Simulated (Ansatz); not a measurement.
The relaxed structure here is a generated cell of GaN: the first start was made by placing the elements on the sites of a structure type, and the end was not matched to a known phase here, so it may be hypothetical. Known forms of GaN include space group No. 186, 216.

One stationary structure of GaN. Space group Pmma (No. 51). All values below come from PBEsol (plane waves to 420 eV, PAW, scalar-relativistic; Ansatz, a first-principles code).

```xyz
4
Lattice="5.5634 0.0000 0.0000 0.0000 4.2690 0.0000 0.0000 0.0000 2.8746" Properties=species:S:1:pos:R:3 pbc="T T T"
Ga     2.7817     0.0000     0.0000
Ga     0.0000     0.0000     0.0000
N      4.1726     0.0000     1.6645
N      1.3909     0.0000     1.2101
```

```json
{
 "volume_per_atom": "17.07 Å³",
 "density": "4.07 g/cm³",
 "band_gap": "0.71 eV, indirect (valence top at Y, conduction bottom at Γ) (no spin-orbit coupling)",
 "smallest_direct_gap": "0.82 eV at Γ",
 "shortest_distances": "Ga–N 1.84 Å; Ga–Ga 2.78 Å; N–N 2.82 Å",
 "k-mesh": "9×11×16"
}
```

Band energies at high-symmetry points (eV from the VBM; labels of this space group; no spin-orbit coupling), from −5 eV up to 3.1 eV:

| point | energies |
|---|---|
| Γ | -3.29 -1.81 -1.64 -0.78 -0.11 0.71 |
| X | -2.29 -2.29 -0.84 -0.84 2.69 2.69 |
| S | -3.28 -3.28 -0.82 -0.82 |
| Y | -4.39 -1.79 -1.61 -1.28 0.00 1.87 2.28 |
| Z | -2.08 -0.85 -0.51 2.24 |
| U | -2.74 -2.74 -0.67 -0.67 2.79 2.79 |
| R | -2.70 -2.70 -1.10 -1.10 2.92 2.92 |
| T | -1.89 -1.36 -0.93 2.11 2.51 |

No spin polarisation in the result.

The run could not lose the symmetry of its start, so the end can be a saddle point.

It was reached from a disturbed copy of a P4/mmm (No. 123) cell, against which it lies -0.06 eV/atom.
